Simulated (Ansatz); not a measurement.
Zn (hcp (Mg type), space group No. 194) at seven volumes, plane-wave PAW r²SCAN (Ansatz code), shape and atoms relaxed at each. One row is withheld.

| V (Å³/atom) | P (GPa) |
|---|---|
| 13.227 | 8.70 |
| 13.663 | 4.97 |
| 14.099 | 2.10 |
| 14.535 | 0.02 |
| 14.971 | -1.80 |
| 15.407 | ? |
| 15.843 | -4.55 |

Fit the shown pressures and predict the withheld one.

P = (3/2)B₀(x^(7/2) − x^(5/2))[1 + (3/4)(B′ − 4)(x − 1)] with x = (V₀/V)^(2/3). Least squares on the six rows gives V₀ = 14.519 Å³/atom, B₀ = 68.5 GPa, B′ = 6.51. At V = 15.407, x = 0.9612 and P = -3.35 GPa. The run itself gave -3.42 GPa.

Space group P6_3/mmc (hcp (Mg type)). The cell was relaxed with r²SCAN under the symmetry of its start; of distortions, only those at the zone centre were tested.

Potentials: the later of the program's two PAW sets.
